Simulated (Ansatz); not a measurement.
Ga$_{3}$Mo in space group I4/mmm (No. 139; Ga on 2b, Ga on 4d, Mo on 2a) at seven volumes, PBEsol in the plane-wave PAW code Ansatz, shape and atoms relaxed at each. One row is withheld.

| V (Å³/atom) | P (GPa) |
|---|---|
| 13.462 | ? |
| 13.905 | 10.58 |
| 14.349 | 4.83 |
| 14.793 | -0.01 |
| 15.237 | -4.07 |
| 15.681 | -7.48 |
| 16.124 | -10.35 |

### Question
Fit the shown pressures and predict the withheld one.

### Answer
Third-order Birch–Murnaghan: P = (3/2)B₀(x^(7/2) − x^(5/2))[1 + (3/4)(B′ − 4)(x − 1)] with x = (V₀/V)^(2/3). Least squares on the six rows gives V₀ = 14.792 Å³/atom, B₀ = 147.5 GPa, B′ = 4.78. At V = 13.462, x = 1.0648 and P = 17.42 GPa. The run itself gave 17.42 GPa.

The cell is a constructed one: a structure type filled with these elements; neither database checked (COD, Materials Project) lists it. Its standing as an ambient phase is unchecked. Symmetry was held in the PBEsol relaxation; its stability against distortions is not shown here. The run is not spin-polarised.

Potentials: the earlier of the program's two PAW sets. The files were generated under PBE; for other functionals the program regenerates the frozen cores, and for LDA and PBEsol the local potential too.
